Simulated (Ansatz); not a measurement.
NbCd3 (Cu3Au type, Pm-3m) under volume change, PBE (plane waves, PAW; program Ansatz), scaled uniformly.

```tsv
V (Å³/atom)	E − E(relaxed) (meV/atom)	P (GPa)
18.179	___	___
18.778	23.9	6.81
19.377	___	___
19.977	0.0	0.00
20.576	5.0	-2.58
21.175	18.8	-4.74
21.775	40.0	-6.53
```

Q: Fill in the missing entries.

A: 
- 19.377, E − E(relaxed) (meV/atom): 5.6
- 19.377, P (GPa): 3.10
- 18.179, E − E(relaxed) (meV/atom): 57.5
- 18.179, P (GPa): 11.25

Q: What does a third-order Birch–Murnaghan fit give for V₀, B₀ and B′?

A: V₀ = 19.98 Å³/atom, B₀ = 94.1 GPa, B′ = 5.0.

The workflow started from an entry of the Crystallography Open Database (COD). Its standing as an ambient phase is unchecked. Symmetry was held in the PBE relaxation; its stability against distortions is not shown here. No spin polarisation was allowed.

Potentials: the later of the program's two PAW sets.
